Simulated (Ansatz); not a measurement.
Ga₂O₃ in space group Cc (No. 9; Pearson symbol mS20), r²SCAN (plane waves, PAW; program Ansatz). The conduction-band minimum lies at Γ, with 1 equivalent valley. Second derivatives d²E/dk² of the lowest band at one valley (eV·Å²), along Cartesian directions:

```
direction  d²E/dk²
---------  -------
[100]        21.07
[010]        23.00
[001]        24.21
[110]        22.04
[101]        20.67
[011]        23.61
```

Problem. Find the principal effective masses, the density-of-states mass and the conductivity mass.

Solution. Off-diagonal terms follow from H_xy = H[110] − (H_xx + H_yy)/2, and m*/mₑ = 7.620 eV·Å² over each eigenvalue: 0.30, 0.33, 0.38. One valley's DOS mass (m₁m₂m₃)^(1/3) = 0.34, conductivity mass 3/(Σ 1/mᵢ) = 0.33 mₑ.

Problem. What effective density of states Nc follows at 300 K for parabolic valleys?

Solution. Nc = 2.509e19 × 1 × (0.34)^(3/2) ≈ 5.0e18 cm⁻³.

The start of the workflow was typed in or built on a structure type; neither database checked (COD, Materials Project) lists it. It is not the phase usual at ambient conditions (space group No. 12, 167). Symmetry was held in the r²SCAN relaxation; its stability against distortions is not shown here. Scalar-relativistic: spin–orbit coupling is off unless named, which matters more the heavier the elements.

Potentials: the earlier of the program's two PAW sets.

Edges and masses are those of Kohn–Sham bands, whose gap is no quasiparticle gap.
